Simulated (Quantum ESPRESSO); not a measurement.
Inputs of pw.x and gipaw.x (a modified build of Quantum ESPRESSO, PBE) for BaO; the starting potential comes from an earlier run on another mesh:

```
&CONTROL
  calculation = 'scf'
  prefix = 'x'
  pseudo_dir = './pseudo'
  outdir = './out'
  tprnfor = .true.
/
&SYSTEM
  ibrav = 0
  nat = 2
  ntyp = 2
  ecutwfc = 45
  ecutrho = 180
  occupations = 'fixed'
  nbnd = 8
/
&ELECTRONS
  conv_thr = 1e-11
  startingpot = 'file'
/
ATOMIC_SPECIES
Ba 137.327 Ba.GGA_PBE-JTH.UPF
O 15.999 O.GGA_PBE-JTH.UPF
CELL_PARAMETERS angstrom
    0.000000000000     2.761500000000     2.761500000000
    2.761500000000     0.000000000000     2.761500000000
    2.761500000000     2.761500000000     0.000000000000
ATOMIC_POSITIONS crystal
Ba     0.000000000000     0.000000000000     0.000000000000
O      0.500000000000     0.500000000000     0.500000000000
K_POINTS automatic
6 6 6 1 1 1
```

```
&INPUTGIPAW
  job = 'nmr'
  prefix = 'x'
  tmp_dir = './out/'
  restart_mode = 'from_scratch'
  pawproj(1) = .true.
  pawproj(2) = .true.
  use_nmr_macroscopic_shape = .false.
/
```

The cell was made here from an entry of the Crystallography Open Database (unchecked): atoms relaxed with PBE in the measured cell (PBE without dispersion, pw.x of Quantum ESPRESSO, symmetry kept).  Stability against distortions was not tested.

Task: What does gipaw.x print for the total shieldings?

Result: 
```
     Total NMR chemical shifts in ppm: ---------------------------------------
     (adopting the Simpson convention for anisotropy and asymmetry)-----------

     Atom  1  Ba  pos: (  0.000000  0.000000  0.000000)  Total sigma:        4388.22
          4388.2198         -0.0000          0.0000
             0.0000       4388.2198         -0.0000
             0.0000         -0.0000       4388.2198

     Ba      1    anisotropy:      0.00    eta:    0.0000
     Ba      1    sigma_11=   4388.22
     Ba      1    sigma_22=   4388.22
     Ba      1    sigma_33=   4388.22

     Atom  2  O   pos: (  0.707107  0.707107  0.707107)  Total sigma:        -467.30
          -467.3049          0.0000         -0.0000
             0.0000       -467.3049          0.0000
            -0.0000          0.0000       -467.3049

     O       2    anisotropy:     -0.00    eta:    0.0000
     O       2    sigma_11=   -467.30
     O       2    sigma_22=   -467.30
     O       2    sigma_33=   -467.30
```
The printed anisotropy is 3/2 (σ_33 − σ_iso) in the program's own order; the axes are left out here. All sites are cubic, so the anisotropy vanishes by symmetry. These are absolute shieldings with no macroscopic susceptibility term; δ = σ_ref − σ needs a reference computed alike. In our sweeps, cutoffs and meshes of this size left a few ppm, and up to some 20 ppm on atoms from Zn on. Spin–orbit coupling is left out; its weight grows with the heaviest atom, Ba here.
